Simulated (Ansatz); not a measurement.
In:
```
CELL_PARAMETERS angstrom
      2.60024    -4.35201     0.00000
      2.60024     4.35201     0.00000
      0.00000     0.00000     5.11168
ATOMIC_POSITIONS crystal
  In 0.84365 0.15635 0.91427
  In 0.34365 0.65635 0.58573
  In 0.15635 0.84365 0.08573
  In 0.65635 0.34365 0.41427
```

Relaxed with r²SCAN.

Q: Map the valence electron density (e/Å³), cut off at 2 on the plane through (0.844, 0.156, 0.914) spanned by u = [0, 0, 1] and v = [1, -1, 0] in lattice vectors, from the program Ansatz at the r²SCAN level (PAW).

A: x is the fraction of u, y of v (the angle between them is 90°; rows are the nearest grid lines); atoms in the plane: In at (0.00, 0.00), In at (0.67, 0.50), In at (0.17, 0.31), In at (0.50, 0.81).
```
|999972100000000000001279999|
|999931100000011000001139999|
|998421100111222111001124899|
|111100011269999962110001111|
|000000012699999996210000000|
|000000001499999994110000000|
|000000001269999962100000000|
|000000000011222211000000000|
|000000000000011111100000000|
|000000000000011234432100000|
|000000000000112699995210000|
|000000000000139999999931000|
|000000000000139999999931000|
|111222111000112699995211001|
|123688532110111234432111011|
|389999998210000000000000013|
|399999999310000000000000013|
|249999993100000000000000012|
|123687531100000000000000001|
|111111100000000000000000001|
|111110000000000000000000111|
|998421000000000000000114899|
|999931000000000000000139999|
|999972100000000000001279999|
```
Scale: ten equal steps from 0.018 (start of '0') to 2.00 (end of '9'), in the order '0123456789'; x runs from 0.000 to 1.00, y from 0.000 (bottom) to 1.00 (top).

The density is the valence pseudo-density with augmentation charge, so density and ELF within about 1 Å of a nucleus are not all-electron values.

Space group Cmce. The start of the workflow was typed in or built on a structure type; neither database checked (COD, Materials Project) lists it. It is not the phase usual at ambient conditions (space group No. 139). Symmetry was held in the r²SCAN relaxation; its stability against distortions is not shown here.

Potentials: the earlier of the program's two PAW sets.
